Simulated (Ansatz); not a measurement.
A plane-wave DFT run in Ansatz 0.2.0 (scalar-relativistic PAW potentials unless the input names others): input and command.

```yaml
crystal:
  lattice:
    - [3.7382076386, 0.0, 0.0]
    - [-1.8691038193, 3.2373827796, 0.0]
    - [0.0, 0.0, 6.1430143923]
  atoms:
    - { symbol: Zn, position: [0.3333333333, 0.6666666667, 0.0055888719] }
    - { symbol: Zn, position: [0.6666666667, 0.3333333333, 0.5055888719] }
    - { symbol: S, position: [0.3333333333, 0.6666666667, 0.3794111281] }
    - { symbol: S, position: [0.6666666667, 0.3333333333, 0.8794111281] }
basis:
  ecutwfc: "29.4 Ry"
kpoints:
  mp_grid: { grid: [7, 7, 5] }
hamiltonian:
  xc: lda
scf:
  occupations: { method: gaussian, width: 0.02 }
output:
  forces: true
  eigenvalues: true
  stress: true
```

```bash
ansatz run input.yaml --threads 1 --pin off --max-ram 2560MiB --backend cpu --events-out ev --progress --plain --runs-dir out
```

Abridged log:
```
Warning: basis.ecutwfc = 400.00737781 eV is below the records' recommended 420 eV, and the density's cutoff is lower with it unless basis.ecutrho_ratio is high enough to keep the records' density cutoff: compare with a run at a higher cutoff
Basis set: ecut = 400.00737781 eV, 1317 PW (Γ)
Bands: 22, of which v1, the nominal top of the filled ones, is band 18 counted from 1 (17 counted from 0)
Symmetry: 12 space group operations
k-points: 24 of 245 (time reversal used)
SCF iter   1: F=—  HF=-8234.872685 eV  |F-HF|=—  |Δ(HF+E_count)|=         —  Δρ=7.05e-3  dr2=3.14e-2  ethr=1.77e-3  ⟨swp⟩=6.2  Hψ=2632  notcnv=0
SCF iter   2: F=—  HF=-8234.864844 eV  |F-HF|=—  |Δ(HF+E_count)|=   7.84e-3  Δρ=3.22e-3  dr2=8.23e-3  ethr=8.72e-5  ⟨swp⟩=3.0  Hψ=1211  notcnv=0
SCF iter   3: F=—  HF=-8234.863177 eV  |F-HF|=—  |Δ(HF+E_count)|=   1.67e-3  Δρ=2.25e-3  dr2=1.89e-3  ethr=2.29e-5  ⟨swp⟩=2.0  Hψ=1008  notcnv=0
SCF iter   4: F=—  HF=-8234.862179 eV  |F-HF|=—  |Δ(HF+E_count)|=   9.99e-4  Δρ=4.33e-4  dr2=1.01e-4  ethr=5.25e-6  ⟨swp⟩=2.0  Hψ=995  notcnv=0
SCF iter   5: F=—  HF=-8234.862176 eV  |F-HF|=—  |Δ(HF+E_count)|=   2.06e-6  Δρ=7.98e-5  dr2=7.77e-6  ethr=2.80e-7  ⟨swp⟩=2.6  Hψ=950  notcnv=0
SCF iter   6: F=—  HF=-8234.862176 eV  |F-HF|=—  |Δ(HF+E_count)|=   8.10e-7  Δρ=3.70e-5  dr2=8.85e-7  ethr=2.16e-8  ⟨swp⟩=2.2  Hψ=940  notcnv=0
SCF iter   7: F=-8234.862176 eV  HF=-8234.862176 eV  |F-HF|=3.49e-9  |Δ(HF+E_count)|=   9.04e-8  Δρ=4.51e-6  dr2=2.13e-8  ethr=2.78e-10  ⟨swp⟩=2.9  Hψ=2145  notcnv=0
SCF 1 converged in 7 iterations: F = -8234.862176 eV  dr2 = 2.13e-8
SCF converged after 7 iterations
Free energy (F): -8234.862176 eV
Harris-Foulkes:  -8234.862176 eV  (|F-HF|=3.49e-9)
Internal energy: -8234.862176 eV  (E = F + TS)
E sigma→0 (E₀):  -8234.862176 eV
Fermi energy:    7.428447 eV
--- Forces (eV/Å), atoms counted from 1 ---
  atom   1  Zn     0.00000000     0.00000000     0.00060858
  atom   2  Zn     0.00000000     0.00000000     0.00060858
  atom   3  S      0.00000000     0.00000000    -0.00060203
  atom   4  S      0.00000000     0.00000000    -0.00060203
--- Stress (GPa, compression-positive) ---
        0.023514       0.000000       0.000000
        0.000000       0.023514       0.000000
        0.000000       0.000000       0.006689
  P = ⅓ Tr σ = 0.0179 GPa (0.179 kbar)
```

Apart from outputs, empty bands and the relaxation, which only the reference makes, the input differs from a reference run on usual settings in kpoints.mp_grid.grid: [9, 9, 6] → [7, 7, 5]; basis.ecutwfc: 420 → "29.4 Ry". The reference, at the same geometry, ended its own course with pressure 0.00 GPa, largest force 0.000 eV/Å, gap on the mesh 2.19 eV. This run converged in 7 SCF iterations with an energy at zero smearing 0.93 meV/atom above the reference's, pressure 0.02 GPa, largest force 0.001 eV/Å, gap on the mesh 2.19 eV. Its k mesh and cutoff are looser than usual, yet energy, pressure and forces hardly moved.

It took 4 s on 1 thread of Arm Neoverse V2 (shared host), peak memory 0.32 GiB.